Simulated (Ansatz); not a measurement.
Al (dhcp (α-La type), space group No. 194) under volume change, r²SCAN in the plane-wave PAW code Ansatz, shape and atoms relaxed at each volume.

```
V (Å³/atom)  E − E(relaxed) (meV/atom)  P (GPa)
-----------  -------------------------  -------
14.543                            43.2    10.45
15.023                            18.1     6.40
15.502                             4.3     2.95
15.982                             0.0     0.00
16.461                             3.9    -2.52
16.941                            14.7    -4.66
17.420                            31.4    -6.47
```

Q: What does a third-order Birch–Murnaghan fit give for V₀, B₀ and B′?

A: V₀ = 15.98 Å³/atom, B₀ = 90.5 GPa, B′ = 4.3.

Space group P6_3/mmc (dhcp (α-La type)). The workflow started from a Materials Project entry (that database holds measured and hypothetical structures alike); the Crystallography Open Database copy checked does not list it. It is not the phase usual at ambient conditions (space group No. 225). The cell was relaxed with r²SCAN under the symmetry of its start; of distortions, only those at the zone centre were tested.

Potentials: the later of the program's two PAW sets.
